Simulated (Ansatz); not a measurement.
# Property card for Ce

Ce:
```
CELL_PARAMETERS angstrom
      0.00000     2.25969     2.25969
      2.25969     0.00000     2.25969
      2.25969     2.25969     0.00000
ATOMIC_POSITIONS crystal
  Ce 0.00000 0.00000 0.00000
```

Space group Fm-3m (No. 225), fcc (Cu type); conventional cell a = 4.5194 Å, b = 4.5194 Å, c = 4.5194 Å, α = 90.00°, β = 90.00°, γ = 90.00°.

Method: the program Ansatz at the LDA level (PAW). The cell and atoms are relaxed at this level. Other levels are named where they apply.

**Cell and energy**

- Volume per atom = 23.08 Å³
- Density = 10.08 g/cm³

**Electronic structure**

- Electronic character: metallic (no gap)
- Density of states at the Fermi level: 1.8 states/eV per atom (mean over ±0.08 eV)

**Magnetism**

Magnetic order: non-magnetic (starting moments vanished)

Its a lies over 2 % below tabulated measurements, which for a 4f metal can also mean another valence state (as α- against γ-cerium).

Symmetry was held in the LDA relaxation. The workflow began spin-polarised and lost its moments. The volume lies over 15 % below that of the usual cell of this phase: another minimum, or an error of the functional. The 4f shell is in the valence. No Hubbard U is applied. Spin–orbit coupling is left out wherever it is not named.

Potentials: the earlier of the program's two PAW sets. The files were generated under PBE; for other functionals the program regenerates the frozen cores, and for LDA and PBEsol the local potential too.
